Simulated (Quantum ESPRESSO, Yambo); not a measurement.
## CuCl under isotropic strain

```
CELL_PARAMETERS angstrom
      1.86972     1.07964     3.05369
     -1.87013     1.07956     3.05347
     -0.00014    -2.15921     3.05358
ATOMIC_POSITIONS crystal
  Cl 0.00000 0.00000 0.00000
  Cu 0.25000 0.25000 0.25000
```

CuCl (zinc blende, space group F-43m, No. 216) under isotropic strain (on all lattice vectors), counted from the cell relaxed with PBEsol, atoms relaxed at each step. norm-conserving PBEsol (Quantum ESPRESSO, 92 Ry, no spin-orbit coupling); G0W0 and BSE in Yambo (4×4×4 Γ-centred k mesh, bands 5 to 92 and a 10 Ry block in the screening, 92 bands in G with the Bruneval-Gonze terminator, plasmon pole fitted at 27.2 eV; BSE 8×8×8 mesh, 5 valence and 1 conduction bands, static screening with 27 bands and a 4 Ry block, scissor from each state's G0W0).

| strain (%) | pressure (GPa) | PBEsol gap (eV) | kind | G0W0 direct gap (eV) | lowest vertical BSE state (eV) | RPA ε∞ along x |
|---|---|---|---|---|---|---|
| -3 | 7.2 | 0.75 | direct | 1.88 at Γ | not resolved | – |
| -1.5 | 3.2 | 0.64 | direct | 1.75 at Γ | not resolved | – |
| -0.7 | 1.4 | 0.59 | direct | 1.69 at Γ | not resolved | – |
| 0 | 0.0 | 0.54 | direct | 1.64 at Γ | not resolved | – |
| +1 | -1.8 | 0.48 | direct | 1.58 at Γ | not resolved | – |
| +2 | -3.2 | 0.43 | direct | 1.53 at Γ | not resolved | – |

Between -0.7 % and +1 % the direct gap at Γ has a volume deformation potential dE/dlnV of -2.2 eV in G0W0 and -2.0 eV in PBEsol.

GW, BSE and RPA settings are held fixed; their convergence isn't established. Strains are linear. The screening block changes size along the series (137 vectors at -3 %, 169 vectors at -1.5 %, 169 vectors at -0.7 %, 169 vectors at +0 %, 169 vectors at +1 %, 169 vectors at +2 %), which puts steps into the G0W0 values. The filled Cu 3d shell has no Hubbard U; semilocal functionals place it too high.
